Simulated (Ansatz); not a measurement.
TiRu:
```xyz
2
Lattice="3.0456 0.0000 0.0000 0.0000 3.0456 0.0000 0.0000 0.0000 3.0456" Properties=species:S:1:pos:R:3 pbc="T T T"
Ti     1.5228     1.5228     1.5228
Ru     0.0000     0.0000     0.0000
```

Relaxed with PBEsol. Special points in fractions of this cell's reciprocal vectors: Γ (0.000, 0.000, 0.000); X (0.000, 0.500, 0.000); M (0.500, 0.500, 0.000); R (0.500, 0.500, 0.500).

Problem. List the band energies nearest the Fermi level at these points for PBEsol with spin–orbit coupling (plane waves, PAW; program Ansatz).

Solution. In eV from the Fermi level; about four levels below and three above (degenerate sets whole), none deeper than 8.9 eV; points with the same levels are listed once.

| k | below | above |
|---|---|---|
| Γ | -1.59 -1.59 -1.59 -1.59 -1.42 -1.42 | 1.55 1.55 1.55 1.55 |
| X | -0.98 -0.98 -0.54 -0.54 | 0.63 0.63 0.69 0.69 |
| M | -3.22 -3.22 -3.14 -3.14 | 0.50 0.50 0.96 0.96 |
| R | -1.41 -1.41 -1.41 -1.41 | 0.59 0.59 0.59 0.59 |

Space group Pm-3m (CsCl type). The workflow started from an entry of the Crystallography Open Database (COD). Whether it is the stable phase at ambient conditions was not checked. Symmetry was held in the PBEsol relaxation; whether a distortion lowers the energy is not shown. No spin polarisation was allowed.

Potentials: the later of the program's two PAW sets.
